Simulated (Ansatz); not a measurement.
Ti$_{3}$C$_{2}$: opening a crack plane

Ti$_{3}$C$_{2}$, P6_3/mmc, a = 3.064 Å, c = 15.119 Å. The structure is a Materials Project entry; whether it is the stable form wasn't checked. Ansatz: r2SCAN, PAW, 500 eV, Γ-centred 14×14×3 mesh on 10 atoms, Gaussian smearing 0.15 eV; no spin polarisation. One cut on (001) per cell of 10 atoms is opened rigidly by x, between planes of Ti and Ti that stand 2.85 Å apart; y is the energy per area (8.131 Å², 1 eV/Å² = 16.02 J/m²).

```
x (Å) y (J/m²)
 0.00     0.000
 0.25     0.145
 0.50     0.497
 0.75     0.935
 1.00     1.386
 1.50         ?
 2.00     2.790
 3.00     3.326
 4.50     3.426
 6.00     3.437
```

Fit the universal binding curve y = W[1 − (1 + x/l) e^(−x/l)] to the other rows, give the peak stress, and predict the missing value.

Least squares gives W = 3.51 J/m² and l = 0.713 Å. The stress dy/dx peaks at x = l with W/(e l) = 18.1 GPa, for rigid faces. At x = 1.50: x/l = 2.104, y = 2.181 J/m². The run gave 2.195 J/m², so the fit is 0.014 J/m² too low, within the rms miss on the fitted rows (0.062 J/m²).

Cost: 12 runs of about 25 core-minutes in all, on Intel Xeon Processor @ 2.50GHz (Skylake/Cascade Lake) (shared hosts).